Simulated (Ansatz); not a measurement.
Data:

SrTiO$_{3}$:
```yaml
crystal:
  lattice:
    - [3.90683, 0.00000, 0.00000]
    - [0.00000, 3.90683, 0.00000]
    - [0.00000, 0.00000, 3.90683]
  atoms:
    - { symbol: Sr, position: [0.00000, 0.00000, 0.00000] }
    - { symbol: Ti, position: [0.50000, 0.50000, 0.50000] }
    - { symbol: O, position: [0.00000, 0.50000, 0.50000] }
    - { symbol: O, position: [0.50000, 0.50000, 0.00000] }
    - { symbol: O, position: [0.50000, 0.00000, 0.50000] }
```

This is the r²SCAN-relaxed structure.

All from the program Ansatz at the r²SCAN level (PAW), unless another level is named. Give the highest zone-centre frequency (without LO–TO term).

536 cm⁻¹.

And the Young's modulus?

302 GPa.

Space group Pm-3m (cubic perovskite). The cell was relaxed with r²SCAN under the symmetry of its start. At this level the phase is dynamically unstable (imaginary phonons). No spin polarisation was allowed.

Potentials: the later of the program's two PAW sets.
